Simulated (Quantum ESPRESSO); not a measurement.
Ti3GaO7F, finding a planted mistake in a log

Computed values, not a measurement. The program is pw.x of Quantum ESPRESSO 7.5 (plane-wave density functional theory). The cell is made up: 12 atoms on a rutile lattice, with randomly drawn elements, strain and displacements, not relaxed. PseudoDojo standard norm-conserving files (v0.5 for PBE, v0.4.1 for LDA and PBEsol) set the functional; there is no spin polarisation, spin-orbit coupling or dispersion term, and the masses in the input are unused placeholders.

Intended input:

```
&control calculation='scf', pseudo_dir='./dojo.nc.sr.pbe.v0_5.standard.upf', outdir='./o', disk_io='medium', tprnfor=.true., tstress=.true. /
&system ibrav=0, nat=12, ntyp=4, nbnd=55, ecutwfc=84.00895049, nosym=.true., tot_charge=0,
 occupations='smearing', smearing='fd', degauss=0.0018374661
/
&electrons conv_thr=7.350e-09, electron_maxstep=60, /
ATOMIC_SPECIES
F 1.0 F.upf
Ga 1.0 Ga.upf
O 1.0 O.upf
Ti 1.0 Ti.upf
CELL_PARAMETERS angstrom
4.6261 0.0 0.0
0.0 4.6261 0.0
0.0 0.0 5.9094
ATOMIC_POSITIONS angstrom
Ti 0.0244 0.1065 -0.0831
Ti 2.2229 2.1991 1.482
Ga -0.0044 -0.0025 2.7706
Ti 2.3227 2.3233 4.4431
O 1.4608 1.3254 -0.1175
O 3.1575 3.2376 0.0846
O 3.7776 1.1409 1.5791
O 0.9059 3.7074 1.5741
O 1.4288 1.392 3.1151
F 3.238 3.1127 3.056
O 3.6266 0.7477 4.5006
O 0.9071 3.7005 4.3847
K_POINTS automatic
5 5 4 1 1 1
```

The log is shortened where brackets say so; the opening notice, blank lines, dates and the lines on written files are dropped, and the path of the files is cut. It prints rydbergs, bohrs and kilobars, and counts compression as positive stress. Where no state is partly filled, the Fermi energy that it prints is only some level between the filled and the empty states on the mesh, and need not lie in the true gap.

Log of the intended run:

```
     Program PWSCF v.7.5
     Parallel version (MPI & OpenMP), running on       1 processor cores
     Number of MPI processes:                 1
     Threads/MPI process:                     1
     [start-up lines left out]
     bravais-lattice index     =            0
     lattice parameter (alat)  =       8.7421  a.u.
     unit-cell volume          =     853.4342 (a.u.)^3
     number of atoms/cell      =           12
     number of atomic types    =            4
     number of electrons       =        98.00
     number of Kohn-Sham states=           55
     kinetic-energy cutoff     =      84.0090  Ry
     charge density cutoff     =     336.0358  Ry
     scf convergence threshold =      7.3E-09
     mixing beta               =       0.7000
     number of iterations used =            8  plain     mixing
     Exchange-correlation= PBE
                           (   1   4   3   4   0   0   0)
     [axes and pseudopotential details left out]
   Cartesian axes
     site n.     atom                  positions (alat units)
         1        Ti     tau(   1) = (   0.0052744   0.0230216  -0.0179633  )
         2        Ti     tau(   2) = (   0.4805127   0.4753680   0.3203562  )
         3        Ga     tau(   3) = (  -0.0009511  -0.0005404   0.5989062  )
         4        Ti     tau(   4) = (   0.5020860   0.5022157   0.9604418  )
         5        O      tau(   5) = (   0.3157735   0.2865048  -0.0253994  )
         6        O      tau(   6) = (   0.6825404   0.6998552   0.0182875  )
         7        O      tau(   7) = (   0.8165842   0.2466224   0.3413458  )
         8        O      tau(   8) = (   0.1958237   0.8014094   0.3402650  )
         9        O      tau(   9) = (   0.3088563   0.3009014   0.6733750  )
        10        F      tau(  10) = (   0.6999416   0.6728562   0.6605996  )
        11        O      tau(  11) = (   0.7839433   0.1616264   0.9728713  )
        12        O      tau(  12) = (   0.1960831   0.7999179   0.9478178  )
     number of k points=    50  Fermi-Dirac smearing, width (Ry)=  0.0018
                       cart. coord. in units 2pi/alat
        k(    1) = (   0.1000000   0.1000000   0.0978547), wk =   0.0400000
        k(    2) = (   0.1000000   0.1000000   0.2935641), wk =   0.0400000
     [further k points left out]
     Dense  grid:    88853 G-vectors     FFT dimensions: (  54,  54,  72)
     Estimated max dynamical RAM per process >     142.45 MB
     Initial potential from superposition of free atoms
     starting charge      97.9925, renormalised to      98.0000
     Starting wfcs are   71 randomized atomic wfcs
     total cpu time spent up to now is       23.4 secs
     per-process dynamical memory:    88.1 Mb
     Self-consistent Calculation
     iteration #  1     ecut=    84.01 Ry     beta= 0.70
     Davidson diagonalization with overlap
     ethr =  1.00E-02,  avg # of iterations =  2.0
     total cpu time spent up to now is       80.3 secs
     total energy              =    -788.30633618 Ry
     estimated scf accuracy    <       4.93263098 Ry
     iteration #  2     ecut=    84.01 Ry     beta= 0.70
     Davidson diagonalization with overlap
     ethr =  5.03E-03,  avg # of iterations =  7.1
     total cpu time spent up to now is      189.0 secs
     total energy              =    -781.20546504 Ry
     estimated scf accuracy    <      71.57868186 Ry
     [iterations 3 to 18 left out]
     iteration # 19     ecut=    84.01 Ry     beta= 0.70
     Davidson diagonalization with overlap
     ethr =  3.63E-11,  avg # of iterations =  1.5
     total cpu time spent up to now is      960.6 secs
     total energy              =    -790.96455310 Ry
     estimated scf accuracy    <       0.00000002 Ry
     iteration # 20     ecut=    84.01 Ry     beta= 0.70
     Davidson diagonalization with overlap
     ethr =  1.82E-11,  avg # of iterations =  4.6
     total cpu time spent up to now is      993.9 secs
     End of self-consistent calculation
     [lines on levels left out]
     the Fermi energy is     9.3457 ev
!    total energy              =    -790.96455310 Ry
     estimated scf accuracy    <          4.0E-10 Ry
     smearing contrib. (-TS)   =      -0.00000000 Ry
     internal energy E=F+TS    =    -790.96455310 Ry
     The total energy is F=E-TS. E is the sum of the following terms:
     one-electron contribution =    -274.77899704 Ry
     hartree contribution      =     195.24795717 Ry
     xc contribution           =    -164.03501930 Ry
     ewald contribution        =    -547.39849394 Ry
     convergence has been achieved in  20 iterations
     Forces acting on atoms (cartesian axes, Ry/au):
     atom    1 type  4   force =    -0.01489780   -0.07607881   -0.02995966
     atom    2 type  4   force =    -0.02875904    0.01371273   -0.06216085
     atom    3 type  2   force =     0.01873307    0.04404481    0.14567755
     atom    4 type  4   force =    -0.05986707   -0.00025711    0.08991054
     atom    5 type  3   force =    -0.00413671    0.02107616    0.07819145
     atom    6 type  3   force =    -0.00395425   -0.01581139    0.01937377
     atom    7 type  3   force =    -0.00667011   -0.03981749   -0.04305210
     atom    8 type  3   force =     0.04093333   -0.04764601   -0.08168338
     atom    9 type  3   force =     0.01030085    0.01373486   -0.06013553
     atom   10 type  1   force =     0.03870589    0.05175439   -0.06106949
     atom   11 type  3   force =     0.01212896    0.03748453   -0.02720332
     atom   12 type  3   force =    -0.00251711   -0.00219667    0.03211100
     Total force =     0.288854     Total SCF correction =     0.000060
     Computing stress (Cartesian axis) and pressure
          total   stress  (Ry/bohr**3)                   (kbar)     P=       59.94
   0.00032443   0.00033428  -0.00013146           47.73       49.17      -19.34
   0.00033428   0.00027965  -0.00012645           49.17       41.14      -18.60
  -0.00013146  -0.00012645   0.00061824          -19.34      -18.60       90.95
     init_run     :     21.90s CPU     23.33s WALL (       1 calls)
     electrons    :    909.13s CPU    970.51s WALL (       1 calls)
     forces       :      5.09s CPU      5.15s WALL (       1 calls)
     stress       :     17.10s CPU     17.14s WALL (       1 calls)
     [timing details left out]
     PWSCF        :  15m53.39s CPU  16m57.25s WALL
     JOB DONE.
```

A second run was made from an input with one planted mistake. Its log:

```
     Program PWSCF v.7.5
     Parallel version (MPI & OpenMP), running on       1 processor cores
     Number of MPI processes:                 1
     Threads/MPI process:                     1
     [start-up lines left out]
     bravais-lattice index     =            0
     lattice parameter (alat)  =       8.7421  a.u.
     unit-cell volume          =     853.4342 (a.u.)^3
     number of atoms/cell      =           12
     number of atomic types    =            4
     number of electrons       =        98.00
     number of Kohn-Sham states=           55
     kinetic-energy cutoff     =      84.0090  Ry
     charge density cutoff     =     336.0358  Ry
     scf convergence threshold =      7.3E-09
     mixing beta               =       0.7000
     number of iterations used =            8  plain     mixing
     Exchange-correlation= PBE
                           (   1   4   3   4   0   0   0)
     [axes and pseudopotential details left out]
   Cartesian axes
     site n.     atom                  positions (alat units)
         1        Ti     tau(   1) = (   0.0052744   0.0230216  -0.0179633  )
         2        Ti     tau(   2) = (   0.4805127   0.4753680   0.3203562  )
         3        Ga     tau(   3) = (  -0.0009511  -0.0005404   0.5989062  )
         4        Ti     tau(   4) = (   0.5020860   0.5022157   0.9604418  )
         5        O      tau(   5) = (   0.3157735   0.2865048  -0.0253994  )
         6        O      tau(   6) = (   0.6825404   0.6998552   0.0182875  )
         7        O      tau(   7) = (   0.8165842   0.2466224   0.3413458  )
         8        O      tau(   8) = (   0.1958237   0.8014094   0.3402650  )
         9        O      tau(   9) = (   0.3088563   0.3009014   0.6733750  )
        10        F      tau(  10) = (   0.6999416   0.6728562   0.6605996  )
        11        O      tau(  11) = (   0.7839433   0.1616264   0.9728713  )
        12        O      tau(  12) = (   0.1960831   0.7999179   0.9478178  )
     number of k points=     4  Fermi-Dirac smearing, width (Ry)=  0.0018
                       cart. coord. in units 2pi/alat
        k(    1) = (   0.2500000   0.2500000   0.1957094), wk =   0.5000000
        k(    2) = (   0.2500000   0.2500000  -0.1957094), wk =   0.5000000
     [further k points left out]
     Dense  grid:    88853 G-vectors     FFT dimensions: (  54,  54,  72)
     Estimated max dynamical RAM per process >     142.45 MB
     Initial potential from superposition of free atoms
     starting charge      97.9925, renormalised to      98.0000
     Starting wfcs are   71 randomized atomic wfcs
     total cpu time spent up to now is        2.2 secs
     per-process dynamical memory:    86.0 Mb
     Self-consistent Calculation
     iteration #  1     ecut=    84.01 Ry     beta= 0.70
     Davidson diagonalization with overlap
     ethr =  1.00E-02,  avg # of iterations =  2.0
     total cpu time spent up to now is        4.8 secs
     total energy              =    -788.30699001 Ry
     estimated scf accuracy    <       4.93183824 Ry
     iteration #  2     ecut=    84.01 Ry     beta= 0.70
     Davidson diagonalization with overlap
     ethr =  5.03E-03,  avg # of iterations =  7.8
     total cpu time spent up to now is        8.9 secs
     total energy              =    -781.23746798 Ry
     estimated scf accuracy    <      71.31918460 Ry
     [iterations 3 to 20 left out]
     iteration # 21     ecut=    84.01 Ry     beta= 0.70
     Davidson diagonalization with overlap
     ethr =  2.96E-11,  avg # of iterations =  3.5
     total cpu time spent up to now is       93.2 secs
     total energy              =    -790.96504114 Ry
     estimated scf accuracy    <          7.9E-09 Ry
     iteration # 22     ecut=    84.01 Ry     beta= 0.70
     Davidson diagonalization with overlap
     ethr =  8.03E-12,  avg # of iterations =  5.8
     total cpu time spent up to now is       98.6 secs
     End of self-consistent calculation
     [lines on levels left out]
     the Fermi energy is     9.3094 ev
!    total energy              =    -790.96504114 Ry
     estimated scf accuracy    <          3.1E-09 Ry
     smearing contrib. (-TS)   =      -0.00000000 Ry
     internal energy E=F+TS    =    -790.96504114 Ry
     The total energy is F=E-TS. E is the sum of the following terms:
     one-electron contribution =    -274.77048214 Ry
     hartree contribution      =     195.23647927 Ry
     xc contribution           =    -164.03254434 Ry
     ewald contribution        =    -547.39849394 Ry
     convergence has been achieved in  22 iterations
     Forces acting on atoms (cartesian axes, Ry/au):
     atom    1 type  4   force =    -0.01601895   -0.07690047   -0.03040176
     atom    2 type  4   force =    -0.02896791    0.01339057   -0.06285621
     atom    3 type  2   force =     0.01865781    0.04409100    0.14542897
     atom    4 type  4   force =    -0.05979168   -0.00069981    0.08890914
     atom    5 type  3   force =    -0.00459572    0.02046571    0.07866195
     atom    6 type  3   force =    -0.00361266   -0.01486992    0.01918765
     atom    7 type  3   force =    -0.00633092   -0.03909900   -0.04303268
     atom    8 type  3   force =     0.04173470   -0.04731724   -0.08158873
     atom    9 type  3   force =     0.00990035    0.01341260   -0.06093410
     atom   10 type  1   force =     0.03839281    0.05168540   -0.06040255
     atom   11 type  3   force =     0.01189302    0.03858483   -0.02621186
     atom   12 type  3   force =    -0.00126085   -0.00274365    0.03324019
     Total force =     0.288947     Total SCF correction =     0.000098
     Computing stress (Cartesian axis) and pressure
          total   stress  (Ry/bohr**3)                   (kbar)     P=       59.64
   0.00033093   0.00033939  -0.00012981           48.68       49.93      -19.10
   0.00033939   0.00028787  -0.00012484           49.93       42.35      -18.36
  -0.00012981  -0.00012484   0.00059752          -19.10      -18.36       87.90
     init_run     :      2.04s CPU      2.12s WALL (       1 calls)
     electrons    :     84.41s CPU     96.38s WALL (       1 calls)
     forces       :      0.93s CPU      0.95s WALL (       1 calls)
     stress       :      2.87s CPU      2.90s WALL (       1 calls)
     [timing details left out]
     PWSCF        :   1m30.33s CPU   1m42.48s WALL
     JOB DONE.
```

Question: what was wrong in the second input?

Answer: the k-point mesh is too coarse. The input lines that differ, file-writing options aside:

```
- 5 5 4 1 1 1
+ 2 2 2 1 1 1
```

```
                                            intended run  run with the mistake
                          free energy (eV)    -10761.621            -10761.628
                    smearing term -TS (eV)        0.0000                0.0000
                            pressure (GPa)          5.99                  5.96
            largest force component (eV/Å)         3.746                 3.739
largest change of a force component (eV/Å)                               0.032
                                iterations            20                    22
```

For scale, a rerun of the intended cell at 1437 eV and a 7 x 7 x 6 mesh moved values by no more than 0.004 eV in energy, 0.04 GPa in stress and 0.002 eV/Å in force.